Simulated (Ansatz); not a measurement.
Data:

YB₂C₂:
```cif
data_C4B4Y2
_chemical_formula_sum 'Y2 B4 C4'
_space_group_name_H-M_alt 'P4/mbm'
_space_group_IT_number 127
_space_group_name_Hall '-P 4 2ab'
_cell_length_a 5.32999
_cell_length_b 5.32999
_cell_length_c 3.50293
_cell_angle_alpha 90.000
_cell_angle_beta 90.000
_cell_angle_gamma 90.000
loop_
_atom_site_label
_atom_site_type_symbol
_atom_site_symmetry_multiplicity
_atom_site_Wyckoff_symbol
_atom_site_fract_x
_atom_site_fract_y
_atom_site_fract_z
_atom_site_occupancy
Y1 Y 2 a 0.00000 0.00000 0.00000 1
B1 B 4 h 0.36385 0.13615 0.50000 1
C1 C 4 h 0.16223 0.33777 0.50000 1
```

This is the PBEsol-relaxed structure.

Problem. All from PBEsol in the plane-wave PAW code Ansatz, unless another level is named. Estimate the electronic character.

Solution. metallic (no gap).

Problem. What about the density of states at the Fermi level?

Solution. 0.18 states/eV per atom (mean over ±0.08 eV).

Problem. What about the formation energy from the elements (no fitted shifts)?

Solution. -0.49 eV/atom.

Problem. Next, the gap with spin–orbit coupling?

Solution. none (metallic).

The workflow started from a Materials Project entry (that database holds measured and hypothetical structures alike); the Crystallography Open Database copy checked does not list it. With B and C taken as one species the cell has the higher symmetry P4/mmm, so it may be an ordered model of a mixed-site phase. Its standing as an ambient phase is unchecked. The cell was relaxed with PBEsol under the symmetry of its start; its stability against distortions is not shown here. No spin polarisation was allowed. The references are the lowest solids computed at this level, not always the standard phases. Spin–orbit coupling is left out wherever it is not named.

Potentials: the later of the program's two PAW sets.
